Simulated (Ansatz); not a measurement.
What a change of settings does: BAs

First run: DFT, LDA, all-electron LAPW, scalar-relativistic (Ansatz 0.2.0).

Command: `ansatz run input.yaml --threads 1 --pin off --max-ram 2048MiB --backend cpu --events-out ev --progress --plain --runs-dir out` It took 38 s on 1 thread of Arm Neoverse V2, on a shared host, peak memory 0.4 GiB.

```yaml
crystal:
  lattice:
    - [0.0, 2.3659370215, 2.3659370215]
    - [2.3659370215, 0.0, 2.3659370215]
    - [2.3659370215, 2.3659370215, 0.0]
  atoms:
    - { symbol: B, position: [0.0, 0.0, 0.0] }
    - { symbol: As, position: [0.25, 0.25, 0.25] }
kpoints:
  mp_grid: { grid: [15, 15, 15] }
  band_path:
    path:
      - [0.0, 0.0, 0.0]
      - [-0.5, -0.5, 0.0]
      - [-0.375, -0.375, 0.25]
      - [-0.375, 0.0, 0.375]
      - [0.0, 0.0, 0.0]
      - [0.0, 0.0, 0.5]
      - [-0.5, -0.25, 0.25]
      - [-0.5, -0.5, 0.0]
    npoints: 14
scf:
  occupations: { method: fermi_dirac, width: 0.05 }
hamiltonian:
  xc: lda
  pseudopotentials: { kind: all_electron, lapw: { basis_error: 0.0005 } }
output:
  forces: true
  stress: true
  eigenvalues: true
  populations: true
```

The cell comes from a relaxation on PAW files under the same functional, begun from a database entry that needn't be the ground state.

It converges in 7 SCF iterations at a pressure of 0.03 GPa.

A second input differs as follows:

```diff
   occupations: { method: fermi_dirac, width: 0.05 }
+  max_iter: 100
 hamiltonian:
   populations: true
+total_charge: -4
```

Question: What is wrong with it, and what does the program do?

Answer: The change was made to test a charge that the system can't hold. The run converges in 12 SCF iterations at a pressure of -2.28 GPa. A charged periodic cell stands on a neutralising background, which shapes its energy and pressure. Compare each number with the sound run's before taking it for a property of the system. The log ends:
```
--- Band table (eV; the first three rows and the last of 120) ---
  k-point 0: bands = ["-172.2685", "-157.1473", "-116.2021", "-116.2021", "-116.2021", "-23.8530", "-23.8530", "-23.8530", "-23.8328", "-23.8328", "-4.8732", "11.2851", "11.2851", "11.2851", "14.1106", "14.1106", "14.1106", "16.2902", "19.2939", "23.8480"]
  k-point 1: bands = ["-172.2685", "-157.1473", "-116.2021", "-116.2021", "-116.2021", "-23.8528", "-23.8526", "-23.8526", "-23.8327", "-23.8327", "-4.7962", "10.4646", "11.1070", "11.1070", "14.3190", "14.3378", "14.3378", "16.6756", "19.6425", "22.7959"]
  k-point 2: bands = ["-172.2685", "-157.1473", "-116.2021", "-116.2021", "-116.2021", "-23.8523", "-23.8514", "-23.8514", "-23.8326", "-23.8326", "-4.5665", "8.8694", "10.7119", "10.7119", "14.3674", "14.8421", "14.8421", "17.5677", "20.4963", "21.9065"]
  k-point 119: bands = ["-172.2685", "-157.1473", "-116.2021", "-116.2021", "-116.2021", "-23.8486", "-23.8441", "-23.8374", "-23.8328", "-23.8290", "-0.2566", "3.0551", "4.7462", "5.6148", "15.4337", "16.7691", "17.6071", "18.3044", "23.4546", "26.1165"]
--- Löwdin populations: 2 sites ---
  site symbol       q [e]
     0      B      7.2513
     1     As     33.8609
  spilling = 0.021140 (of n_electrons = 42.000000)
```
